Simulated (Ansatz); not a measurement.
BeTe:
```xyz
4
Lattice="3.9852 0.0000 0.0000 -1.9926 3.4513 0.0000 0.0000 0.0000 6.5835" Properties=species:S:1:pos:R:3 pbc="T T T"
Be     1.9926     1.1504     3.2969
Be     0.0000     2.3009     0.0052
Te     1.9926     1.1504     5.7554
Te     0.0000     2.3009     2.4636
```

Relaxed with r²SCAN. Special points in fractions of this cell's reciprocal vectors: Γ (0.000, 0.000, 0.000); M (0.500, 0.000, 0.000); K (0.333, 0.333, 0.000); A (0.000, 0.000, 0.500); L (0.500, 0.000, 0.500); H (0.333, 0.333, 0.500).

Task: List the band energies nearest the valence-band maximum at these points for r²SCAN with spin–orbit coupling (plane waves, PAW; program Ansatz).

Result: In eV from the valence-band maximum; about four levels below and three above (degenerate sets whole), none deeper than 8.9 eV; points with the same levels are listed once.

| k | below | above |
|---|---|---|
| Γ | -0.14 -0.14 0.00 0.00 | 2.91 2.91 3.50 3.50 3.50 3.50 |
| M | -2.73 -2.73 -1.52 -1.52 | 2.28 2.28 3.91 3.91 |
| K | -3.47 -3.47 -3.47 -3.23 -3.12 -3.12 | 2.35 2.35 6.16 |
| A | -0.76 -0.76 -0.76 -0.76 | 3.40 3.40 3.40 3.40 |
| L | -2.22 -2.22 -2.22 -2.22 | 2.60 2.60 2.60 2.60 |
| H | -2.12 -2.12 -2.00 -2.00 | 3.39 3.39 3.41 3.41 |

Space group P6_3mc (wurtzite). The workflow started from a Materials Project entry (that database holds measured and hypothetical structures alike); the Crystallography Open Database copy checked does not list it. COD files the formula under space group No. 216, so this cell is another polymorph or a model. Its standing as an ambient phase is unchecked. The cell was relaxed with r²SCAN under the symmetry of its start; its stability against distortions is not shown here.

Potentials: the later of the program's two PAW sets.
